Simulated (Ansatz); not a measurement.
# BP with carbon replacing B: gradients before and after relaxing the atoms

Start: a supercell of BP (zinc blende type, F-43m) built from a COD entry, with all atoms left at the host's positions.

Space group F-43m (No. 216); a = 13.6140 Å.

```
site  Wyckoff  site symmetry       x       y       z
   C       4a           -43m  0.0000  0.0000  0.0000
  B2      48h            ..m  0.1667  0.0000  0.1667
  B5      16e            .3m  0.3333  0.8333  0.1667
  B9      16e            .3m  0.6667  0.6667  0.3333
 B15      24f           2.mm  0.5000  0.6667  0.5000
 P28      16e            .3m  0.0833  0.9167  0.0833
 P29      24g           2.mm  0.2500  0.9167  0.2500
 P33      48h            ..m  0.5833  0.7500  0.4167
 P41      16e            .3m  0.4167  0.5833  0.4167
 P54       4c           -43m  0.7500  0.2500  0.7500
```

One atom of each set is listed; the run and its k-mesh use a cell of 54 atoms with edges of 9.63, 9.63, 9.63 Å.

Method: Kohn–Sham DFT in Ansatz, PBE, plane waves and PAW, scalar-relativistic, collinear spin, 420 eV cutoff, Γ-centred 3×3×3 k-points, Fermi–Dirac smearing 0.01 eV. Start moments as typed (μB): 1 on each C, none on the rest.

The largest force at the start is 0.33 eV/Å. Relaxing the ions at fixed cell moves them by 0.017 Å at most (atom 30, P) and 0.009 Å rms.

| site | moved (Å) | first shell before | first shell after | V_zz before (10²¹ V/m²) | η before |
| --- | --- | --- | --- | --- | --- |
| C | 0.000 | 4 P at 1.97 Å | 4 P at 1.95 Å | 0.00 | – |
| B2 | 0.017 | 4 P at 1.97 Å | 4 P at 1.96–1.99 Å | 0.17 | 0.16 |
| B5 | 0.001 | 4 P at 1.97 Å | 4 P at 1.96 Å | -0.024 | 0.00 |
| B9 | 0.001 | 4 P at 1.97 Å | 4 P at 1.96 Å | -0.042 | 0.00 |
| P28 | 0.017 | 1 C at 1.97 Å, 3 B at 1.97 Å | 1 C at 1.95 Å, 3 B at 1.97 Å | 7.51 | 0.00 |
| P29 | 0.007 | 4 B at 1.97 Å | 4 B at 1.96–1.99 Å | 0.77 | 0.37 |
| P33 | 0.002 | 4 B at 1.97 Å | 4 B at 1.96–1.97 Å | -0.28 | 0.62 |
| P41 | 0.001 | 4 B at 1.97 Å | 4 B at 1.96–1.97 Å | 0.040 | 0.00 |

(1) How do the gradients change?

Answers

(1) 

```csv
site,V_zz after,η after,change of V_zz
C,0.00,–,0.00
B2,0.20,0.53,+0.03
B5,-0.015,0.00,+0.01
B9,-0.043,0.00,0.00
P28,7.44,0.00,-0.07
P29,1.03,0.55,+0.26
P33,-0.19,0.33,+0.09
P41,0.046,0.00,+0.01
```

The largest change of V_zz along a kept axis is on P29, from 0.77 to 1.03. In per cent, |V_zz| changes by -1 on P (all sites that start above 2). Where |V_zz| stays above 0.1 and the axes keep their order, η moves most on B2, from 0.16 to 0.53. Other sites with |V_zz| of 0.02 or less aren't listed.

The defect repeats with the cell of 54 atoms, so it feels its images: sites between two images don't show the values beside a lone defect, and zeros or small values of η there can come from the images' arrangement. The defect cell has no gap above 0.1 eV on its mesh, so the values can hang on the smearing and the k-mesh. The run lost most of its start moments on C; a state with other moments may lie lower.
Before: The neighbours have not yet relaxed around the defect (largest force 0.33 eV/Å), so a real crystal will differ.
After: The relaxation keeps the site symmetry -43m of the start, so the impurity can't leave its site; a distortion that would localise the partly filled state isn't explored.
